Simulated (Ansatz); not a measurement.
# Phonons of SnPt$_{3}$ (Pm-3m)

```xyz
4
Lattice="4.0063 0.0000 0.0000 0.0000 4.0063 0.0000 0.0000 0.0000 4.0063" Properties=species:S:1:pos:R:3 pbc="T T T"
Sn    0.0000    0.0000    0.0000
Pt    0.0000    2.0032    2.0032
Pt    2.0032    0.0000    2.0032
Pt    2.0032    2.0032    0.0000
```

Level of theory, where no other is named: PBEsol, all-electron LAPW in Ansatz 0.2.0, scalar-relativistic. k mesh 8×8×8, Fermi-Dirac smearing of 0.050 eV, basis error target 1 meV/atom. The cell was relaxed by PAW under this functional. The structure is one entry of a database and needn't be the stable phase.

Atoms are displaced by 0.01 Å in the primitive cell, which gives the zone-centre modes alone. Negative values stand for unstable modes.

Is the structure dynamically stable at these wave vectors?

Yes, no mode is unstable there; wave vectors off this mesh aren't tested.

How do the optical zone-centre modes decompose, and which are active?

Point group m-3m: Γ_opt = T2u + 2T1u.

| label | cm⁻¹ | activity | mostly |
| --- | --- | --- | --- |
| T2u | 91.6 | silent | Pt (100 %) |
| T1u | 104.4 | IR | Sn (61 %) |
| T1u | 175.9 | IR | Pt (78 %) |

In a metal the activity is that of symmetry alone; free carriers screen the infrared modes.

How well do frozen-core PAW files reproduce these all-electron values?

With a cutoff of 420 eV and displacements of 0.0025 Å, the r.m.s. difference over the modes is 0.1 cm⁻¹; the largest difference is 104.6 (PAW) against 104.4 cm⁻¹ (LAPW).

The cell is scaled evenly to 62.375 and 66.233 Å³ (from 64.304), with free atoms relaxed and the shape held. What are the mode Grüneisen parameters γ = −d ln ω/d ln V?

For the highest mode, 191.1 cm⁻¹ in the small cell and 161.3 in the large one give γ ≈ 2.82. From the change of the dynamical matrix on each mode:

```tsv
point	cm⁻¹	γ
Gamma	91.6	3.59
Gamma	104.4	3.49
Gamma	175.9	2.83
```

Known limits: responses of metals move with mesh and smearing; no spin-orbit coupling on heavy atoms; zone-boundary modes aren't tested; the frozen-core PAW files of the compared runs were fitted under PBE, their cores solved anew for this functional.
